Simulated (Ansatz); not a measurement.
Al₂Cu:
```
Al2Cu
1.0
   -2.99768     2.99768     2.41270
    2.99768    -2.99768     2.41270
    2.99768     2.99768    -2.41270
Cu Al
2 4
Direct
  0.75000   0.75000   0.00000
  0.25000   0.25000   0.00000
  0.15926   0.65926   0.81852
  0.84074   0.34074   0.18148
  0.34074   0.15926   0.50000
  0.65926   0.84074   0.50000
```

Relaxed with PBEsol. Special points in fractions of this cell's reciprocal vectors: Γ (0.000, 0.000, 0.000); X (0.000, 0.000, 0.500); M (-0.500, 0.500, 0.500); Z (0.412, 0.412, -0.412); Z0 (-0.412, 0.588, 0.412); P (0.250, 0.250, 0.250); N (0.000, 0.500, 0.000).

Problem. List the band energies nearest the Fermi level at these points for DFT-PBEsol in the program Ansatz with PAW potentials.

Solution. In eV from the Fermi level; about four levels below and three above (degenerate sets whole), none deeper than 8.9 eV; points with the same levels are listed once.

```csv
k,below,above
Γ,-1.27 -1.27 -0.84 -0.23,0.07 1.53 1.53
X,-1.55 -1.32 -0.90 -0.67,0.82 1.27 4.65
M,-3.38 -3.27 -3.27 -1.81,2.59 2.92 2.92
Z,-3.34 -3.30 -3.30 -1.06,1.54 1.76 1.76
P,-4.04 -4.04 -3.82 -3.82,0.41 0.41 0.72 0.72
N,-3.13 -3.13 -2.63 -2.63,0.22 0.22 4.10 4.10
```

Space group I4/mcm. Symmetry was held in the PBEsol relaxation. The run is not spin-polarised.

Potentials: the earlier of the program's two PAW sets. The files were generated under PBE; for other functionals the program regenerates the frozen cores, and for LDA and PBEsol the local potential too.
